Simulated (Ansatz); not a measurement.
Relaxation of a relaxed Si2W cell, doubled along one cell vector, shaken by Gaussian noise of σ = 0.08 Å a coordinate; 12 atoms in the cell, which starts as P1 (No. 1), aP12; a = 3.377 Å, b = 6.755 Å, c = 7.635 Å, α = 90.00°, β = 90.00°, γ = 90.00°. All values below come from PBE (plane waves to 420 eV, PAW, scalar-relativistic; Ansatz, a program for electronic structure). Γ-centred k-mesh 4×7×3 on the run's cell (coarser than for final values), Fermi–Dirac smearing 0.05 eV. This is the first round of the run. 

The optimiser's lines from the output (shortened; P is positive under compression):

```
relax step   1: F+E_penalty+E_count = -46632.44977097 eV  Δ(F+E_penalty+E_count) = +0.000e0 eV  max|allowed force component| = 2.577e0 eV/Å  Δτ_max = 0.0000 Å  P = +2.584 GPa  Ω = 174.180 Å³  (8 SCF iters, dr2 threshold 1.00e-7 eV, accepted)
relax step   2: F+E_penalty+E_count = -46633.31815834 eV  Δ(F+E_penalty+E_count) = -8.684e-1 eV  max|allowed force component| = 9.920e-1 eV/Å  Δτ_max = 0.1960 Å  P = +2.724 GPa  Ω = 172.197 Å³  (7 SCF iters, dr2 threshold 1.20e-6 eV, accepted)
relax step   3: F+E_penalty+E_count = -46633.42940440 eV  Δ(F+E_penalty+E_count) = -1.112e-1 eV  max|allowed force component| = 1.534e-1 eV/Å  Δτ_max = 0.0925 Å  P = +0.033 GPa  Ω = 174.095 Å³  (6 SCF iters, dr2 threshold 1.20e-6 eV, accepted)
relax step   4: F+E_penalty+E_count = -46633.50904813 eV  Δ(F+E_penalty+E_count) = -7.964e-2 eV  max|allowed force component| = 1.332e-1 eV/Å  Δτ_max = 0.0336 Å  P = -0.772 GPa  Ω = 174.874 Å³  (6 SCF iters, dr2 threshold 1.20e-6 eV, accepted)
relax step   5: F+E_penalty+E_count = -46633.52031625 eV  Δ(F+E_penalty+E_count) = -1.127e-2 eV  max|allowed force component| = 4.134e-3 eV/Å  Δτ_max = 0.0103 Å  P = -0.020 GPa  Ω = 174.200 Å³  (6 SCF iters, dr2 threshold 1.20e-6 eV, accepted)
relax step   6: F+E_penalty+E_count = -46633.52032619 eV  Δ(F+E_penalty+E_count) = -9.937e-6 eV  max|allowed force component| = 7.034e-4 eV/Å  Δτ_max = 0.0003 Å  P = -0.001 GPa  Ω = 174.185 Å³  (6 SCF iters, dr2 threshold 5.58e-9 eV, accepted)
relax step   7: F+E_penalty+E_count = -46633.52031640 eV  Δ(F+E_penalty+E_count) = +9.786e-6 eV  max|allowed force component| = 7.054e-4 eV/Å  Δτ_max = 0.0000 Å  P = -0.001 GPa  Ω = 174.185 Å³  stress off target by 1.74e-3 GPa  SCF on the basis re-selected at this cell (its energy is not comparable with the rows above)  (8 SCF iters)
```

From the first to the last row the energy changes by -0.09 eV/atom and the volume by 0.0 %. The last row is marked as not comparable with the walk above it, whose basis was carried along; it does compare with step 1, since both stand on a basis selected at the nominal cutoff for their own cell.

Later rounds, restarted from the end of this one on a renewed k-mesh, logged 5 more steps and released under 0.01 eV/atom more. The final structure after all rounds: P4/nmm, origin choice 1 (No. 129), tP6; a = b = 3.377 Å, c = 7.635 Å, α = β = γ = 90.00°. No spin polarisation in the result.

The relaxed structure here is a generated cell of Si2W: the first start was made by placing the elements on the sites of a structure type, and the end was not matched to a known phase here, so it may be hypothetical. Known forms of Si2W include space group No. 139.
